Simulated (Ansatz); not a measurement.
SiO₂:
```cif
data_O48Si24
_chemical_formula_sum 'Si24 O48'
_space_group_name_H-M_alt 'C2/m'
_space_group_IT_number 12
_space_group_name_Hall '-C 2y'
_cell_length_a 14.09390
_cell_length_b 13.65438
_cell_length_c 7.43940
_cell_angle_alpha 90.000
_cell_angle_beta 102.379
_cell_angle_gamma 90.000
loop_
_atom_site_label
_atom_site_type_symbol
_atom_site_symmetry_multiplicity
_atom_site_Wyckoff_symbol
_atom_site_fract_x
_atom_site_fract_y
_atom_site_fract_z
_atom_site_occupancy
Si1 Si 8 j 0.11103 0.27548 0.08210 1
Si2 Si 8 j 0.27170 0.11240 0.15785 1
Si3 Si 8 j 0.09951 0.38667 0.44797 1
O1 O 4 g 0.00000 0.24551 0.00000 1
O2 O 8 j 0.35558 0.14480 0.05229 1
O3 O 8 j 0.17641 0.17841 0.09174 1
O4 O 4 i 0.24291 0.00000 0.10881 1
O5 O 4 h 0.50000 0.15087 0.50000 1
O6 O 4 i 0.08737 0.50000 0.38328 1
O7 O 8 j 0.31148 0.12439 0.37674 1
O8 O 8 j 0.12330 0.32089 0.28504 1
```
(The calculation used a cell of 36 atoms; values per cell refer to that cell.)

Relaxed with r²SCAN.

### Question
Tabulate the valence density and the electron localisation function along the shortest Si–O contact (1.60 Å), DFT-r²SCAN in the program Ansatz with PAW potentials.

### Answer


```tsv
distance from Si (Å)	density (e/Å³)	ELF
0.16	0.12	0.32
0.24	0.15	0.22
0.32	0.20	0.20
0.40	0.29	0.25
0.48	0.41	0.38
0.56	0.57	0.55
0.64	0.76	0.70
0.72	0.99	0.79
0.80	1.28	0.84
0.88	1.63	0.85
0.96	2.10	0.85
1.04	2.73	0.83
1.12	3.56	0.79
1.20	4.57	0.71
1.28	5.70	0.60
1.36	6.84	0.45
1.44	7.84	0.32
```

The density is the valence pseudo-density with augmentation charge, so density and ELF within about 1 Å of a nucleus are not all-electron values.

The workflow started from a Materials Project entry (that database holds measured and hypothetical structures alike); the Crystallography Open Database files this formula in space group No. 12, but the cells were not matched. It is not the phase usual at ambient conditions (space group No. 92, 152, 154). The r²SCAN relaxation kept the symmetry of its start; its stability against distortions is not shown here.

Potentials: the earlier of the program's two PAW sets. The files were generated under PBE; for other functionals the program regenerates the frozen cores, and for LDA and PBEsol the local potential too.
